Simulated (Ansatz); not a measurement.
A geometry of Pt away from equilibrium: step 3 of the relaxation of a randomly generated symmetric cell of Pt (space group No. 146). All values below come from PBE (plane waves to 420 eV, PAW, scalar-relativistic; Ansatz, a quantum-chemistry and plane-wave program). Γ-centred k-mesh 12×12×12 on the run's cell (coarser than for final values), Fermi–Dirac smearing 0.05 eV. The plane waves were selected for a different cell earlier on the path.

```yaml
crystal:
  lattice:
    - [4.40559, 2.54357, 0.91410]
    - [-4.40559, 2.54357, 0.91410]
    - [0.00000, -5.08714, 0.91410]
  atoms:
    - { symbol: Pt, position: [0.91185, 0.90546, 0.44339] }
    - { symbol: Pt, position: [0.44339, 0.91185, 0.90546] }
    - { symbol: Pt, position: [0.90546, 0.44339, 0.91185] }
    - { symbol: Pt, position: [0.21619, 0.21619, 0.21619] }
```

Task: Give the Cartesian forces on all atoms (eV/Å).

Result: 
| atom | Fx | Fy | Fz |
|---|---|---|---|
| Pt1 | -0.67 | 0.33 | -0.20 |
| Pt2 | 0.05 | -0.75 | -0.20 |
| Pt3 | 0.62 | 0.42 | -0.20 |
| Pt4 | 0.00 | 0.00 | 0.61 |

The path ends in R3m (No. 160). No spin polarisation in the result.

The run could not lose the symmetry of its start: the end is stationary, and may be a saddle point rather than a minimum.

The end of the path is a generated cell of Pt: the first start was made by a random draw of sites in a space group, and the end was not matched to a known phase here, so it may be hypothetical. Known forms of Pt include space group No. 225.
